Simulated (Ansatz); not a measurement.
ZrGeSe, first-principles data

ZrGeSe:
```xyz
6
Lattice="3.6843 0.0000 0.0000 0.0000 3.6843 0.0000 0.0000 0.0000 8.2487" Properties=species:S:1:pos:R:3 pbc="T T T"
Zr     0.0000     1.8421     6.0773
Zr     1.8421     0.0000     2.1714
Ge     0.0000     0.0000     0.0000
Ge     1.8421     1.8421     0.0000
Se     1.8421     0.0000     5.1144
Se     0.0000     1.8421     3.1343
```

Space group P4/nmm (No. 129); conventional cell a = b = 3.6843 Å, c = 8.2487 Å, α = β = γ = 90.00°.

Method: plane-wave PAW PBEsol (Ansatz code). Structure relaxed to zero pressure with the same functional. Other levels are named where they apply.

Cell and energy:

```
Quantity                                                       Value
-----------------------------------------------------  -------------
Volume per atom                                             18.66 Å³
Density                                                   7.20 g/cm³
Formation energy from the elements (no fitted shifts)  -1.14 eV/atom
```

Electronic structure:

```
Item                                                                        Result
------------------------------------  --------------------------------------------
Electronic character                                             metallic (no gap)
Density of states at the Fermi level  0.09 states/eV per atom (mean over ±0.08 eV)
Gap with spin–orbit coupling                                       none (metallic)
```

Mechanics:

```
Item                                  Value
----------------------------------  -------
Bulk modulus (Birch–Murnaghan fit)  115 GPa
Pressure derivative B′                  5.1
```

Phonons:

```
Quantity                                        Value
-----------------------------  ----------------------
Highest zone-centre frequency                252 cm⁻¹
Zone-centre stability          no imaginary mode at Γ
```

The first step of the workflow began from a Materials Project structure, measured or hypothetical; the Crystallography Open Database files this formula in space group No. 129, but the cells were not matched. Its standing as an ambient phase is unchecked. The PBEsol relaxation kept the symmetry of its start. No spin polarisation was allowed. As this level gives no gap, phonon frequencies hold no LO–TO term and depend on the k-mesh and smearing (Fermi–Dirac, 0.1 eV here). The references are the lowest solids computed at this level, not always the standard phases. Scalar-relativistic: spin–orbit coupling is off unless named, which matters more the heavier the elements.

Potentials: the later of the program's two PAW sets.
